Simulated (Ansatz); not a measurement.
Relaxing an invented CdTe4 structure

Theory: DFT PBE, scalar-relativistic, plane waves, PAW in Ansatz 0.2.0. Cutoff 420 eV, Gaussian smearing, Γ-centred meshes. Cell and atoms relax first on a coarse mesh and then on a finer one. In between, the cell is made exact in the group found at 0.06 Å. In metals the finer mesh still leaves noise of several meV/atom or more. The steps can't lower the symmetry of their start. No spin polarisation.

The cell of CdTe4 is invented: random cell by space group and Wyckoff sites (Pm-3m, No. 221). The dimensions are guesses.

```cif
data_structure
_symmetry_space_group_name_H-M 'Pm-3m'
_symmetry_Int_Tables_number 221
_cell_length_a 5.5985
_cell_length_b 5.5985
_cell_length_c 5.5985
_cell_angle_alpha 90.000
_cell_angle_beta 90.000
_cell_angle_gamma 90.000
_cell_volume 175.47
loop_
_atom_site_label
_atom_site_type_symbol
_atom_site_symmetry_multiplicity
_atom_site_Wyckoff_symbol
_atom_site_fract_x
_atom_site_fract_y
_atom_site_fract_z
_atom_site_occupancy
Cd1 Cd 1 a 0.00000 0.00000 0.00000 1
Te1 Te 3 c 0.00000 0.50000 0.50000 1
Te2 Te 1 b 0.50000 0.50000 0.50000 1
```

Energies over the elements count from the elements' standard structures at the same level, with no fitted energy shifts.

**Question.** Describe the relaxed structure.

**Answer.** The symmetry stays Pm-3m (No. 221). The volume per atom grows by 11.4 %, from 35.1 to 39.1 Å³. The shortest distance goes from 2.80 Å (Te–Te) to 2.90 Å (Te–Te). Conventional cell: a = 5.803 Å. Cd has 12 Te at 4.10 Å (long contacts); around Te on a site of symmetry 4/mmm lie 2 Te at 2.90 Å, 4 Cd at 4.10 Å and 8 Te at 4.10 Å; Te on a site of symmetry m-3m is surrounded by 6 Te at 2.90 Å.

```xyz
5
Lattice="5.8034 0.0000 0.0000 0.0000 5.8034 0.0000 0.0000 0.0000 5.8034" Properties=species:S:1:pos:R:3 pbc="T T T"
Cd    0.0000    0.0000    0.0000
Te    0.0000    2.9017    2.9017
Te    2.9017    0.0000    2.9017
Te    2.9017    2.9017    0.0000
Te    2.9017    2.9017    2.9017
```

**Question.** Give its energy and gap.

**Answer.** The formation energy is +0.49 eV/atom and the gap on the 8×8×8 mesh of the 5-atom cell is 0 eV (a metal).

The separate elements lie lower, so it is unstable against them.

The last run used Gaussian smearing of 0.10 eV. These runs have no spin–orbit coupling, which can matter for Te. The reference form of Te is held partly by dispersion forces, which this level lacks. Symmetry constrained the relaxation, so the result can be a saddle point. In all, the 3 runs took 2.7 min on 1 thread of Arm Neoverse N1, on a shared host.
